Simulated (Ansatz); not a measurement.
ZnSnP$_{2}$ in space group P-4m2 (No. 115; Zn on 1a, Sn on 1c, P on 2g), plane-wave PAW r²SCAN (Ansatz code), all energies at zero smearing, with the estimated change up to a 700 eV cutoff added, with one set of potentials and settings (totals compare only within such a set). Cell of 4 atoms (1 Zn, 1 Sn, 2 P): -10883.729 eV.

```
element                reference phase  E (eV/atom)
-------  -----------------------------  -----------
Zn       P6_3/mmc, 2 atoms in the cell   -3325.6729
Sn          Fd-3m, 2 atoms in the cell   -6038.6401
P            Cmce, 4 atoms in the cell    -759.1646
```

Formation energy per atom, worked out: (-10883.729 − 1×(-3325.6729) − 1×(-6038.6401) − 2×(-759.1646))/4 = -0.272 eV/atom (-26 kJ per mol of atoms), at 0 K, without zero-point energy or fitted corrections.

The first step of the workflow began from a Materials Project structure, measured or hypothetical; the Crystallography Open Database copy checked does not list it. Its standing as an ambient phase is unchecked. The r²SCAN relaxation kept the symmetry of its start; whether a distortion lowers the energy is not shown. The references are the lowest solids computed at this level, not always the standard phases. Spin–orbit coupling is left out wherever it is not named.

Potentials: the later of the program's two PAW sets.
